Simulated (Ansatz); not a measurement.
Question: Each is relaxed and computed with r²SCAN (plane waves, PAW; program Ansatz). Which is the only one with a gap?
A) VAs2, C2/m (V on 4i, As on 4i, As on 4i)
B) BaTiAs2O8, C2/m (Pearson symbol mS24)
C) BaAs2Ru2, I4/mmm (Ba on 2a, As on 4e, Ru on 4d)
D) BaAs2Rh2, I4/mmm (Ba on 2a, As on 4e, Rh on 4d)

Answer: B, BaTiAs2O8, C2/m (Pearson symbol mS24). BaTiAs2O8: gap 3.04 eV; BaAs2Rh2: metal; BaAs2Ru2: metal; VAs2: metal. Standing as an ambient phase not checked: BaTiAs2O8, C2/m (Pearson symbol mS24); BaAs2Rh2, I4/mmm (Ba on 2a, As on 4e, Rh on 4d); BaAs2Ru2, I4/mmm (Ba on 2a, As on 4e, Ru on 4d); VAs2, C2/m (V on 4i, As on 4i, As on 4i). All cells were relaxed under the symmetry of their starts (and spin orders); stability against distortions was not tested throughout. Rows with no word on spin ran without spin polarisation. Scalar-relativistic: spin–orbit coupling is off unless named, which matters more the heavier the elements.

Potentials: the later of the program's two PAW sets.
